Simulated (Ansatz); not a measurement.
GaP:
```yaml
crystal:
  lattice:
    - [0.00000, 2.73261, 2.73261]
    - [2.73261, 0.00000, 2.73261]
    - [2.73261, 2.73261, 0.00000]
  atoms:
    - { symbol: Ga, position: [0.00000, 0.00000, 0.00000] }
    - { symbol: P, position: [0.75000, 0.75000, 0.75000] }
```

Relaxed with HSE06. Special points in fractions of this cell's reciprocal vectors: Γ (0.000, 0.000, 0.000); X (0.500, 0.000, 0.500); U (0.625, 0.250, 0.625); K (0.375, 0.375, 0.750); L (0.500, 0.500, 0.500); W (0.500, 0.250, 0.750).

Q: List the band energies nearest the valence-band maximum at these points for plane-wave PAW HSE06 (Ansatz code).

A: In eV from the valence-band maximum; about four levels below and three above (degenerate sets whole), none deeper than 8.9 eV; points with the same levels are listed once.

```tsv
k	below	above
Γ	0.00 0.00 0.00	2.72 4.77 4.77 4.77
X	-7.29 -2.90 -2.90	2.30 2.57 11.99 11.99
U	-7.05 -4.24 -2.43	2.92 5.72 9.38
L	-7.18 -1.20 -1.20	2.48 5.61 5.61
W	-7.04 -3.86 -3.65	5.50 5.94 7.04
```

Space group F-43m (zinc blende). Symmetry was held in the HSE06 relaxation. The hybrid was solved on a coarse mesh, the path and, where they were found, the r²SCAN edge points; its band edges are the extreme levels among these. Scalar-relativistic: spin–orbit coupling is off unless named, which matters more the heavier the elements.

Potentials: the earlier of the program's two PAW sets. The files were generated under PBE; for other functionals the program regenerates the frozen cores, and for LDA and PBEsol the local potential too.
